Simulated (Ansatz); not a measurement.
Each is relaxed and computed with the program Ansatz at the r²SCAN level (PAW). Which alone has a direct gap?
A. B6As, R-3m (B on 18h, B on 18h, As on 6c)
B. CdTe, P3_221 (Cd on 3a, Te on 3b)
C. BAs, Pm-3n (B on 6c, As on 6d)
D. CdGeAs2, chalcopyrite

D, CdGeAs2, chalcopyrite. CdGeAs2: gap 0.10 eV (direct); BAs: gap 0.61 eV (indirect); B6As: gap 2.88 eV (indirect); CdTe: gap 0.60 eV (indirect). Typed or built starts, not in the databases checked: BAs, Pm-3n (B on 6c, As on 6d); CdTe, P3_221 (Cd on 3a, Te on 3b). Not the usual ambient phase: BAs, Pm-3n (B on 6c, As on 6d); CdTe, P3_221 (Cd on 3a, Te on 3b). Standing as an ambient phase not checked: B6As, R-3m (B on 18h, B on 18h, As on 6c). All cells were relaxed under the symmetry of their starts (and spin orders); stability against distortions was not tested throughout. Scalar-relativistic: spin–orbit coupling is off unless named, which matters more the heavier the elements.

Potentials: the later of the program's two PAW sets.
